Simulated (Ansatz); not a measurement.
Relaxed InAs (zinc blende):

```
InAs
1.0
    0.00000     6.18632     6.18632
    3.09316     0.00000     3.09316
    3.09316     3.09316     0.00000
As In
2 2
Direct
  0.37500   0.75000   0.75000
  0.87500   0.75000   0.75000
  0.00000   0.00000   0.00000
  0.50000   0.00000   0.00000
```

Method: PBE (plane waves to 420 eV, PAW, scalar-relativistic; Ansatz, a first-principles code). k mesh 4×8×8 (Γ-centred), Fermi-Dirac smearing 0.05 eV. With partly filled bands, energies and forces of such displacements shift with the k mesh and the smearing. At this level the bands of InAs touch or barely overlap; measurements give the solid a gap. InAs was relaxed with its symmetry unable to fall.

One atom of the cell was then moved (with its periodic images), all else fixed, and the forces (eV/Å) came out as:

```tsv
atom	Fx	Fy	Fz
As1	-0.394	0.394	-0.733
As2	-0.184	0.184	0.148
In3	-0.048	0.048	0.084
In4	0.626	-0.626	0.501
```

Task: Which atom was moved, and by which vector (Å)?

Result: In4, by (-0.12, 0.12, -0.12), 0.22 Å in all.

(A displaced cell: forces are minus the slopes of the energy, force constants its curvatures, and phonons follow from these.)
